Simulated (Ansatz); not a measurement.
In$_{2}$SbAs in space group R3m (No. 160; In on 3a, In on 3a, Sb on 3a, As on 3a) at seven volumes, LDA in the plane-wave PAW code Ansatz, shape and atoms relaxed at each. One row is withheld.

| V (Å³/atom) | P (GPa) |
|---|---|
| 27.670 | 6.12 |
| 28.582 | 3.72 |
| 29.494 | ? |
| 30.407 | 0.00 |
| 31.319 | -1.43 |
| 32.231 | -2.63 |
| 33.143 | -3.63 |

**Question.** Fit the shown pressures and predict the withheld one.

**Answer.** P = (3/2)B₀(x^(7/2) − x^(5/2))[1 + (3/4)(B′ − 4)(x − 1)] with x = (V₀/V)^(2/3). Least squares on the six rows gives V₀ = 30.406 Å³/atom, B₀ = 51.8 GPa, B′ = 4.78. At V = 29.494, x = 1.0205 and P = 1.70 GPa. The run itself gave 1.70 GPa.

The workflow started from a Materials Project entry (that database holds measured and hypothetical structures alike); the Crystallography Open Database copy checked does not list it. Its standing as an ambient phase is unchecked. The cell was relaxed with LDA under the symmetry of its start; of distortions, only those at the zone centre were tested. Scalar-relativistic: spin–orbit coupling is off unless named, which matters more the heavier the elements.

Potentials: the later of the program's two PAW sets.
